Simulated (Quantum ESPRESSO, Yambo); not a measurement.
Na$_{2}$CO$_{3}$ (space group C2/m, No. 12). The geometry is that of Materials Project entry mp-3070, symmetrised and not relaxed again. Chain: LDA (pw.x of Quantum ESPRESSO, ONCV potentials, scalar-relativistic); G0W0 in Yambo (2×2×2 Γ-centred k mesh, bands 5 to 208 and a 7 Ry block in the screening, 208 bands in G with the Bruneval-Gonze terminator, plasmon pole fitted at 27.2 eV); BSE (4×4×4 mesh, 15 valence and 9 conduction bands, static screening with 89 bands and a 3 Ry block, scissor 3.28 eV, Tamm-Dancoff).

| Property | Result |
|---|---|
| LDA gap (dense path) | 3.96 eV |
| LDA gap (0, 0, -0.5) → Γ on the GW mesh | 3.96 eV |
| LDA smallest direct gap on the GW mesh, at Γ | 4.01 eV |
| G0W0 direct gap at that point | 7.29 eV |
| G0W0 correction to the gap (0, 0, -0.5) → Γ | 3.27 eV |
| direct gap on the BSE mesh, with the scissor | 7.29 eV |
| first BSE state allowed for light along x | 6.43 eV |
| lowest BSE state | 4.62 eV |
| binding of the lowest exciton | 2.67 eV |
| RPA electronic dielectric constant along x | 2.44 (4×4×4 mesh, LDA bands) |

Rough cost of the Yambo steps against G0W0 for 12 states: BSE about 3×, one RPA spectrum about 1/3.

Nearest settings tried, and what they do to the gap: 140 bands in W, 140 bands in G: +60 meV; 6 Ry block (227 vectors against 281): -31 meV. Not varied: mesh. So the settings aren't converged at that level. The k mesh is coarse. The BSE states are vertical excitations (zero momentum). Convergence of the RPA response with its 4×4×4 mesh was not tested. On a 2×2×2 mesh the exciton binding is 2.68 eV. Axes are Cartesian, with cell vectors (Å) (4.39, -2.63, 0.00), (4.39, 2.63, 0.00), (-1.35, 0.00, 5.77).
